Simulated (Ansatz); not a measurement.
**Notes on TaF₃**

```
Ta F
1.0
     3.91106    0.00000    0.00000
     0.00000    3.91106    0.00000
     0.00000    0.00000    3.91106
Ta F
1 3
Direct
  0.00000 0.00000 0.00000
  0.50000 0.00000 0.00000
  0.00000 0.50000 0.00000
  0.00000 0.00000 0.50000
```

Method: PBE, no spin polarisation; PAW, plane waves to 420 eV, 9×9×9 Γ-centred mesh, fermi-dirac occupations (width 0.0255 eV) (Ansatz 0.2.0), atoms fixed.

Describe some of the short contacts.

Ta–F at 1.96 Å: least valence density 0.74 e/Å³ and ELF 0.12 there. These are pseudo-fields; inside the PAW spheres they differ from the all-electron ones.

Which element gives electrons and which takes them?

Bader charges in e: Ta +2.27, F -0.76. In the mean Ta gives up most and F takes most.

Metal or insulator?

It is a metal, with about 2.6 states/eV a cell as the mean within 0.25 eV of the Fermi level, mostly Ta d (83 %).

Is it stable against the elements?

-2.21 eV an atom against the elements' usual phases (free molecules for gases, crystals otherwise, with no correction for O₂ or N₂), so it is bound against them; other compounds may still compete. Relaxing would lower it.

What does the stress say?

The pressure is 23.9 GPa (compression positive), so with the atoms held at these fractions the cell would first expand.

Origin: a database entry at a rescaled volume. Caveats: many states at the Fermi level without spin polarisation, so a magnetic state may lie lower; atoms or cell far from equilibrium.
